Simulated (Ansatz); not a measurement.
**Mg₅O, before and after**

The guess for Mg₅O was made by a generator: random cell by space group and Wyckoff sites (P-62m, No. 189). The dimensions are guesses.

start.cif

```cif
data_structure
_symmetry_space_group_name_H-M 'P-62m'
_symmetry_Int_Tables_number 189
_cell_length_a 4.5853
_cell_length_b 4.5853
_cell_length_c 5.6016
_cell_angle_alpha 90.000
_cell_angle_beta 90.000
_cell_angle_gamma 120.000
_cell_volume 102.00
loop_
_atom_site_label
_atom_site_type_symbol
_atom_site_symmetry_multiplicity
_atom_site_Wyckoff_symbol
_atom_site_fract_x
_atom_site_fract_y
_atom_site_fract_z
_atom_site_occupancy
Mg1 Mg 3 g 0.60440 0.00000 0.50000 1
Mg2 Mg 2 e 0.00000 0.00000 0.74723 1
O1 O 1 a 0.00000 0.00000 0.00000 1
```

These are results of Ansatz, DFT PBE, scalar-relativistic, plane waves, PAW, not measurements. Cutoff 420 eV, Gaussian smearing, Γ-centred meshes. Cell and atoms relax first on a coarse mesh and then on a finer one. In between, the cell is made exact in the group found at 0.06 Å. In metals the finer mesh still leaves noise of several meV/atom or more. The steps can't lower the symmetry of their start. No spin polarisation in the relaxation; trial moments died out in a coarse test.

end.cif

```cif
data_structure
_symmetry_space_group_name_H-M 'P6/mmm'
_symmetry_Int_Tables_number 191
_cell_length_a 5.9330
_cell_length_b 5.9330
_cell_length_c 6.6890
_cell_angle_alpha 90.000
_cell_angle_beta 90.000
_cell_angle_gamma 120.000
_cell_volume 203.91
loop_
_atom_site_label
_atom_site_type_symbol
_atom_site_symmetry_multiplicity
_atom_site_Wyckoff_symbol
_atom_site_fract_x
_atom_site_fract_y
_atom_site_fract_z
_atom_site_occupancy
Mg1 Mg 3 g 0.50000 0.00000 0.50000 1
Mg2 Mg 2 e 0.00000 0.00000 0.72899 1
O1 O 1 a 0.00000 0.00000 0.00000 1
```

The symmetry goes from P-62m (No. 189) to P6/mmm (No. 191). The volume per atom grows by 99.9 %, from 17.0 to 34.0 Å³. The shortest distance goes from 1.42 Å (Mg–O) to 1.81 Å (Mg–O). The energy falls by about 2.4 eV/atom (the start's value is from the coarse mesh).

```
Volume per atom                          : 33.98 Å³
Density                                  : 1.12 g/cm³
Formation energy                         : −0.16 eV/atom
Gap on the 6×6×6 mesh of the 6-atom cell : 0 eV (a metal)
```

Formation energies are uncorrected and refer to the elements' standard structures at the same level (O₂ as a molecule).

The last run used Gaussian smearing of 0.10 eV. A structure relaxed within its symmetry needn't be a true minimum. In all, the 3 runs took 2.2 min on 1 thread of Intel(R) Xeon(R) Platinum 8259CL CPU @ 2.50GHz (Skylake/Cascade Lake), on a shared host. Another cell of Mg5O relaxed alike, in P-6m2, lies 0.54 eV/atom lower, so this cell isn't the stable form at this level.
